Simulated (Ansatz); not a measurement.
An Ansatz (a first-principles code) run. Input:

Ansatz 0.2 input:
```yaml
crystal:
  lattice:
    - [-2.6222475223, 3.6082945127, 2.495851613]
    - [2.6222475223, -3.6082945127, 2.495851613]
    - [2.6222475223, 3.6082945127, -2.495851613]
  atoms:
    - { symbol: H, position: [0.8704468136, 0.0302461949, 0.1597993813] }
    - { symbol: H, position: [0.8704468136, 0.7106474323, 0.8402006187] }
    - { symbol: H, position: [0.2237408297, 0.1067005228, 0.1170403069] }
    - { symbol: H, position: [0.9896602158, 0.1067005228, 0.8829596931] }
    - { symbol: I, position: [0.5052515526, 0.0052515526, 0.5] }
    - { symbol: N, position: [0.9914537747, 0.9914537747, 0.0] }
kpoints:
  mp_grid: { grid: [6, 6, 6] }
  band_path:
    path:
      - [[0.0, 0.0, 0.0], [0.5, -0.5, 0.5], [0.3820332825, -0.3820332825, 0.6179667175]]  # Γ-X-F_0
      - [[-0.3820332825, 0.3820332825, 0.3820332825], [0.0, 0.0, 0.0], [0.369611676, 0.369611676, -0.369611676]]  # Σ_0-Γ-Λ_0
      - [[0.630388324, -0.369611676, 0.369611676], [0.5, -0.5, 0.5]]  # G_0-X
      - [[0.0, 0.0, 0.0], [0.0, 0.5, 0.0], [0.25, 0.25, 0.25], [0.5, 0.0, 0.0], [0.0, 0.0, 0.0], [0.0, 0.0, 0.5], [0.25, 0.25, 0.25]]  # Γ-R-W-S-Γ-T-W
      - [VBM, CBM]
    npoints: 6
hamiltonian:
  xc: r2scan
  dispersion: d4
  pseudopotentials: { kind: paw }
magnetization: { noncollinear: true, spin_orbit: true }
scf:
  n_extra_bands: 12
  convergence: { dr2_threshold: 0.0000000001 }
  occupations: { method: gaussian, width: 0.01 }
checkpoint: { write: soc.run }
output: { eigenvalues: true }
```

Output (shortened):

```
Pseudopotential: H, paw_fr, valence charge 1
Pseudopotential: I, paw_fr, valence charge 17
Pseudopotential: N, paw_fr, valence charge 5
Functional definition: r2SCAN
non-collinear run that drives no moment, with spin-orbit …
Crystal: 6 atoms, lattice volume = 94.461 Å³
Basis set: ecut = 500 eV, 2405 PW (Γ), exchange–correlation on 160×160×160 points (64 copies of the dense FFT grid, shifted against one another)
Bands: 38, of which v1, the nominal top of the filled ones, is band 26 counted from 1 (25 counted from 0)
Symmetry: 4 space group operations + 4 with time reversal
k-points: 46 of 216 (time reversal used)
Projection manifold: j_resolved (fully-relativistic pseudo-atomic orbitals)
SCF iter   1: F=—  HF=-7968.260936 eV  |F-HF|=—  |Δ(HF+E_count)|=         —  Δρ=6.84e-2  dr2=3.84e0  dr2_τ=1.51e-1  dr2_m=0.00e0 (ungated)  ethr=3.10e-3  |M|=0.00e0 ∫|m|=0.00e0 μB  |m|>n=0.0e0 m-floor=0.0e0 τ_xc=0.0e0  β_m=0.30  ⟨swp⟩=9.9  Hψ=11371  notcnv=0  defer=37
preconditioner: auto → none
SCF iter   2: F=—  HF=-7967.509128 eV  |F-HF|=—  |Δ(HF+E_count)|=   7.52e-1  Δρ=3.84e-2  dr2=8.24e-1  dr2_τ=1.74e-2  dr2_m=0.00e0 (ungated)  ethr=3.10e-3  |M|=0.00e0 ∫|m|=0.00e0 μB  |m|>n=0.0e0 m-floor=0.0e0 τ_xc=0.0e0  β_m=0.41  ⟨swp⟩=3.1  Hψ=3336  notcnv=0  defer=312
SCF iter   3: F=—  HF=-7967.553179 eV  |F-HF|=—  |Δ(HF+E_count)|=   4.41e-2  Δρ=1.67e-2  dr2=1.03e-1  dr2_τ=3.50e-3  dr2_m=0.00e0 (ungated)  ethr=3.10e-3  |M|=0.00e0 ∫|m|=0.00e0 μB  |m|>n=0.0e0 m-floor=0.0e0 τ_xc=0.0e0  β_m=0.59  ⟨swp⟩=2.9  Hψ=2373  notcnv=0  defer=312
SCF iter   4: F=—  HF=-7967.592624 eV  |F-HF|=—  |Δ(HF+E_count)|=   3.94e-2  Δρ=1.33e-3  dr2=8.60e-4  dr2_τ=2.32e-5  dr2_m=0.00e0 (ungated)  ethr=3.98e-4  |M|=0.00e0 ∫|m|=0.00e0 μB  |m|>n=0.0e0 m-floor=0.0e0 τ_xc=0.0e0  β_m=0.65  ⟨swp⟩=3.6  Hψ=2361  notcnv=0  defer=312
SCF iter   5: F=—  HF=-7967.593249 eV  |F-HF|=—  |Δ(HF+E_count)|=   6.25e-4  Δρ=2.76e-4  dr2=3.89e-5  dr2_τ=6.36e-7  dr2_m=0.00e0 (ungated)  ethr=3.31e-6  |M|=0.00e0 ∫|m|=0.00e0 μB  |m|>n=0.0e0 m-floor=0.0e0 τ_xc=0.0e0  β_m=0.76  ⟨swp⟩=3.1  Hψ=2647  notcnv=0  defer=310
SCF iter   6: F=—  HF=-7967.593282 eV  |F-HF|=—  |Δ(HF+E_count)|=   3.31e-5  Δρ=3.16e-5  dr2=1.42e-6  dr2_τ=1.07e-8  dr2_m=0.00e0 (ungated)  ethr=1.50e-7  |M|=0.00e0 ∫|m|=0.00e0 μB  |m|>n=0.0e0 m-floor=0.0e0 τ_xc=0.0e0  β_m=0.79  ⟨swp⟩=2.1  Hψ=2494  notcnv=0  defer=310
SCF iter   7: F=—  HF=-7967.593303 eV  |F-HF|=—  |Δ(HF+E_count)|=   2.09e-5  Δρ=1.02e-5  dr2=1.40e-7  dr2_τ=1.04e-9  dr2_m=0.00e0 (ungated)  ethr=5.45e-9  |M|=0.00e0 ∫|m|=0.00e0 μB  |m|>n=0.0e0 m-floor=0.0e0 τ_xc=0.0e0  β_m=0.73  ⟨swp⟩=2.3  Hψ=2691  notcnv=0  defer=310
SCF iter   8: F=—  HF=-7967.593303 eV  |F-HF|=—  |Δ(HF+E_count)|=   9.46e-9  Δρ=2.70e-6  dr2=6.23e-9  dr2_τ=7.23e-11  dr2_m=0.00e0 (ungated)  ethr=5.39e-10  |M|=0.00e0 ∫|m|=0.00e0 μB  |m|>n=0.0e0 m-floor=0.0e0 τ_xc=0.0e0  β_m=0.84  ⟨swp⟩=2.4  Hψ=2500  notcnv=0  defer=310
SCF iter   9: F=-7967.593303 eV  HF=-7967.593303 eV  |F-HF|=3.27e-11  |Δ(HF+E_count)|=   2.90e-9  Δρ=3.22e-7  dr2=5.43e-11  dr2_τ=1.25e-12  dr2_m=0.00e0 (ungated)  ethr=1.00e-12  |M|=0.00e0 ∫|m|=0.00e0 μB  |m|>n=0.0e0 m-floor=0.0e0 τ_xc=0.0e0  ⟨swp⟩=13.0  Hψ=10909  notcnv=0
SCF 1 converged in 9 iterations: F = -7967.593303 eV  dr2 = 5.43e-11
NSCF: frozen V_eff on 46 k-points
NSCF: frozen V_eff on 31 k-points
NSCF: frozen V_eff on 4 k-points
NSCF: frozen V_eff on 4 k-points
NSCF: frozen V_eff on 8 k-points
NSCF: frozen V_eff on 13 k-points
NSCF: frozen V_eff on 3 k-points
NSCF: frozen V_eff on 6 k-points
NSCF: frozen V_eff on 77 k-points
SCF converged after 9 iterations
Magnetization: |M| = 0.0000 μB,  M = (+0.0000, +0.0000, +0.0000) μB
Absolute magnetization: 0.0000 μB (∫|m|)
  site 0: m = (+0.0000, +0.0000, +0.0000) μB, |m| = 0.0000 μB  (R = 0.43 Å)
  site 1: m = (+0.0000, +0.0000, +0.0000) μB, |m| = 0.0000 μB  (R = 0.43 Å)
  site 2: m = (+0.0000, +0.0000, +0.0000) μB, |m| = 0.0000 μB  (R = 0.42 Å)
  site 3: m = (+0.0000, +0.0000, +0.0000) μB, |m| = 0.0000 μB  (R = 0.42 Å)
  site 4: m = (+0.0000, +0.0000, +0.0000) μB, |m| = 0.0000 μB  (R = 1.05 Å)
  site 5: m = (+0.0000, +0.0000, +0.0000) μB, |m| = 0.0000 μB  (R = 0.42 Å)
Free energy (F): -7967.593303 eV
Harris-Foulkes:  -7967.593303 eV  (|F-HF|=3.27e-11)
Internal energy: -7967.593303 eV  (E = F + TS)
E sigma→0 (E₀):  -7967.593303 eV
Fermi energy:    2.924177 eV
--- Per-component energies (eV) ---
  E_band       = -532.741522
  E_kinetic    = 375.881611
  E_local      = -2798.888444  (includes V_loc(G=0)·N_el)
  E_nonlocal   = -36.818911
  E_hartree    = 1318.971784
  E_xc         = -215.197289
  E_vxc        = -274.286243  (∫ρ·V_xc dr)
  E_paw        = -4960.071724  (= ΣΔE_a)
  E_vpaw       = -453.285693  (= ΣTr[D̂ρ^β])
  E_aug_tail   = -0.001854  (compensation charges beyond the density's cutoff)
  E_vtau       = 16.714352  (kinetic-family band-sum trace: ∫τ·v_τ [+ j·A + Jᵃ·Aᵃ] dr)
  E_ewald      = -1651.357290
  E_disp       = -0.167788  (pairwise vdW)
  E_core_change = 0.056603  (= ΣΔE_core)
  E_smearing   =  0.000000  (= −TS)
  E_closure    = 0.000000  (closes the sum)
  Σ components = -7967.593303   (vs F -7967.593303, Δ=0.00e0)
  [band-id]    e_kinetic+e_local+e_nonlocal+2·e_hartree+e_vxc+e_vpaw+e_augmentation_tail+e_vtau = -532.741614   (vs E_band -532.741522, Δ=-9.20e-5)
--- Band table (eV; the first three rows and the last of 46) ---
  k-point 0: bands = ["-43.9512", "-43.9512", "-43.9489", "-43.9489", "-42.2403", "-42.2403", "-42.2380", "-42.2380", "-42.2362", "-42.2362", "-19.0373", "-19.0373", "-10.1121", "-10.1121", "-7.7639", "-7.7639", "-7.5650", "-7.5650", "-7.5408", "-7.5408", …
  k-point 1: bands = ["-43.9512", "-43.9512", "-43.9489", "-43.9489", "-42.2403", "-42.2403", "-42.2380", "-42.2380", "-42.2361", "-42.2361", "-19.0332", "-19.0332", "-10.1450", "-10.1449", "-7.7491", "-7.7489", "-7.5724", "-7.5681", "-7.4951", "-7.4899", …
  k-point 2: bands = ["-43.9512", "-43.9512", "-43.9489", "-43.9489", "-42.2403", "-42.2403", "-42.2380", "-42.2380", "-42.2361", "-42.2361", "-19.0250", "-19.0250", "-10.2075", "-10.2074", "-7.7289", "-7.7287", "-7.5765", "-7.5744", "-7.3939", "-7.3908", …
  k-point 45: bands = ["-43.9512", "-43.9512", "-43.9488", "-43.9488", "-42.2403", "-42.2403", "-42.2380", "-42.2380", "-42.2361", "-42.2361", "-19.0160", "-19.0160", "-10.0606", "-10.0606", "-7.8859", "-7.8859", "-7.5967", "-7.5967", "-7.5760", "-7.5760", …
```

Cost: around 4 core-minutes (rough) on shared cores.

Space group Imm2. The workflow started from a Materials Project entry (that database holds measured and hypothetical structures alike); the Crystallography Open Database copy checked does not list it. Its standing as an ambient phase is unchecked. The r²SCAN+D4 relaxation kept the symmetry of its start. At this level the phase is dynamically unstable (imaginary phonons).

Potentials: the later of the program's two PAW sets.

Ansatz is a plane-wave DFT program.
